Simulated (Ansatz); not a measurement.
## VRu: reading a single point

```xyz
2
Lattice="2.9850 0.0000 0.0000 0.0000 2.9850 0.0000 0.0000 0.0000 2.9850" Properties=species:S:1:pos:R:3 pbc="T T T"
V     1.4925    1.4925    1.4925
Ru    0.0000    0.0000    0.0000
```

Method: LDA, spin-orbit coupling; PAW, plane waves to 420 eV, 11×11×11 Γ-centred mesh, gaussian occupations (width 0.233 eV) (Ansatz 0.2.0), atoms fixed.

The state carries no moments; the state need not be the lowest.

**Question.** Metal or insulator?

**Answer.** It is a metal, with about 2.9 states/eV a cell as the mean within 0.25 eV of the Fermi level, mostly V d (74 %) and Ru d (22 %).

**Question.** What is the formation energy?

**Answer.** -0.19 eV an atom against the elements' usual phases (free molecules for gases, crystals otherwise, with no correction for O₂ or N₂), so it is bound against them; other compounds may still compete. Relaxing would lower it.

**Question.** What does the stress say?

**Answer.** The pressure is -9.6 GPa (compression positive), so with the atoms held at these fractions the cell would first shrink.

**Question.** Which element gives electrons and which takes them?

**Answer.** Bader charges in e: V +0.94, Ru -0.94. In the mean V gives up most and Ru takes most.

Origin: a database entry at a rescaled volume. Caveats: wide smearing; the SCF threshold is loose for a stress.
